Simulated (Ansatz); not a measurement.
AlN:
```cif
data_AlN
_chemical_formula_sum 'Al1 N1'
_space_group_name_H-M_alt 'P4/mmm'
_space_group_IT_number 123
_space_group_name_Hall '-P 4 2'
_cell_length_a 2.66749
_cell_length_b 2.66749
_cell_length_c 3.99967
_cell_angle_alpha 90.000
_cell_angle_beta 90.000
_cell_angle_gamma 90.000
loop_
_atom_site_label
_atom_site_type_symbol
_atom_site_symmetry_multiplicity
_atom_site_Wyckoff_symbol
_atom_site_fract_x
_atom_site_fract_y
_atom_site_fract_z
_atom_site_occupancy
Al1 Al 1 c 0.50000 0.50000 0.00000 1
N1 N 1 a 0.00000 0.00000 0.00000 1
```

Relaxed with r²SCAN+D4.

Task: Decompose the optical modes at the zone centre into irreducible representations, and say which are infrared and Raman allowed.

Result: Point group 4/mmm: Γ_opt = A2u + Eu. Infrared: A2u, Eu. Raman: none.

Task: Assign frequencies (DFPT, r²SCAN+D4 (plane waves, PAW; program Ansatz); without the LO–TO term).

Result: A2u 447, Eu 713 cm⁻¹.

A made-up cell: these elements were put on the sites of a structure type; neither database checked (COD, Materials Project) lists it. It is not the phase usual at ambient conditions (space group No. 186, 216). The cell was relaxed with r²SCAN+D4 under the symmetry of its start. At this level the phase is dynamically unstable (imaginary phonons).

Potentials: the later of the program's two PAW sets.
